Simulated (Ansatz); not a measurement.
Si2W:
```
Si2W
1.0
   -1.60599     1.60599     3.90337
    1.60599    -1.60599     3.90337
    1.60599     1.60599    -3.90337
Si W
2 1
Direct
  0.33482   0.33482   0.00000
  0.66518   0.66518   0.00000
  0.00000   0.00000   0.00000
```

Relaxed with r²SCAN. Special points in fractions of this cell's reciprocal vectors: Γ (0.000, 0.000, 0.000); X (0.000, 0.000, 0.500); P (0.250, 0.250, 0.250); N (0.000, 0.500, 0.000); M (0.500, 0.500, -0.500); S (0.292, 0.708, -0.292); S0 (-0.292, 0.292, 0.292); R (-0.085, 0.085, 0.500); G (0.500, 0.500, -0.085).

### Question
List the band energies nearest the Fermi level at these points for r²SCAN with spin–orbit coupling (plane waves, PAW; program Ansatz).

### Answer
In eV from the Fermi level; about four levels below and three above (degenerate sets whole), none deeper than 8.9 eV; points with the same levels are listed once.

```
k                    below                above
-  -----------------------  -------------------
Γ  -3.19 -3.19 -3.02 -3.02  0.56 0.56 2.60 2.60
X  -3.53 -3.53 -2.10 -2.10  2.97 2.97 3.16 3.16
P  -2.82 -2.82 -2.55 -2.55  0.23 0.23 3.17 3.17
N  -2.93 -2.93 -0.54 -0.54  2.85 2.85 2.93 2.93
M  -0.70 -0.70 -0.49 -0.49  0.78 0.78 4.84 4.84
S  -2.69 -2.69 -0.42 -0.42  1.91 1.91 2.67 2.67
R  -3.38 -3.38 -2.61 -2.61  2.05 2.05 2.36 2.36
```

Space group I4/mmm (MoSi2 or CaC2 type). Symmetry was held in the r²SCAN relaxation; of distortions, only those at the zone centre were tested. The run is not spin-polarised.

Potentials: the earlier of the program's two PAW sets.
